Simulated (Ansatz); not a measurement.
W₃N:
```
CELL_PARAMETERS angstrom
      4.80252     0.00000     0.00000
      0.00000     4.80252     0.00000
      0.00000     0.00000     4.80252
ATOMIC_POSITIONS crystal
  W  0.25000 0.00000 0.50000
  W  0.75000 0.00000 0.50000
  W  0.00000 0.50000 0.25000
  W  0.00000 0.50000 0.75000
  W  0.50000 0.25000 0.00000
  W  0.50000 0.75000 0.00000
  N  0.00000 0.00000 0.00000
  N  0.50000 0.50000 0.50000
```

Relaxed with r²SCAN. Special points in fractions of this cell's reciprocal vectors: Γ (0.000, 0.000, 0.000); X (0.000, 0.500, 0.000); M (0.500, 0.500, 0.000); R (0.500, 0.500, 0.500).

Task: List the band energies nearest the Fermi level at these points for r²SCAN with spin–orbit coupling in the plane-wave PAW code Ansatz.

Result: In eV from the Fermi level; about four levels below and three above (degenerate sets whole), none deeper than 8.9 eV; points with the same levels are listed once.

| k | below | above |
|---|---|---|
| Γ | -1.81 -1.81 -1.81 -1.81 | 0.29 0.29 1.13 1.13 1.13 1.13 |
| X | -0.65 -0.65 -0.65 -0.65 | 0.42 0.42 0.42 0.42 |
| M | -0.24 -0.24 -0.23 -0.23 -0.01 -0.01 | 0.11 0.11 0.21 0.21 |
| R | -1.26 -1.26 -1.26 -1.26 -1.26 -1.26 -1.26 -1.26 | 0.66 0.66 0.66 0.66 |

Space group Pm-3n (A15 (Cr3Si type)). The start of the workflow was typed in or built on a structure type; neither database checked (COD, Materials Project) lists it. Its standing as an ambient phase is unchecked. Symmetry was held in the r²SCAN relaxation. At this level the phase is mechanically unstable. The workflow began spin-polarised and lost its moments. Its formation energy is positive at this level, so the cell may be metastable or incomplete.

Potentials: the earlier of the program's two PAW sets.
